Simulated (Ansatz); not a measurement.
RbBiF6 in space group R-3 (No. 148; Rb on 3b, Bi on 3a, F on 18f), plane-wave PAW r²SCAN (Ansatz code). The conduction-band minimum lies at Γ, with 1 equivalent valley. Second derivatives d²E/dk² of the lowest band at one valley (eV·Å²), along Cartesian directions:

```json
[
 {"direction": "[100]", "d²E/dk²": "6.692"},
 {"direction": "[010]", "d²E/dk²": "6.692"},
 {"direction": "[001]", "d²E/dk²": "6.430"},
 {"direction": "[110]", "d²E/dk²": "6.692"},
 {"direction": "[101]", "d²E/dk²": "6.561"},
 {"direction": "[011]", "d²E/dk²": "6.561"}
]
```

**Question.** Find the principal effective masses, the density-of-states mass and the conductivity mass.

**Answer.** Off-diagonal terms follow from H_xy = H[110] − (H_xx + H_yy)/2, and m*/mₑ = 7.620 eV·Å² over each eigenvalue: 1.1, 1.1, 1.2. One valley's DOS mass (m₁m₂m₃)^(1/3) = 1.2, conductivity mass 3/(Σ 1/mᵢ) = 1.2 mₑ.

**Question.** What effective density of states Nc follows at 300 K for parabolic valleys?

**Answer.** Nc = 2.509e19 × 1 × (1.2)^(3/2) ≈ 3.3e19 cm⁻³.

The first step of the workflow began from a Materials Project structure, measured or hypothetical; the Crystallography Open Database files this formula in space group No. 148, but the cells were not matched. Whether it is the stable phase at ambient conditions was not checked. The r²SCAN relaxation kept the symmetry of its start; whether a distortion lowers the energy is not shown. Spin–orbit coupling is left out wherever it is not named.

Potentials: the later of the program's two PAW sets.

Edges and masses are those of Kohn–Sham bands, whose gap is no quasiparticle gap.
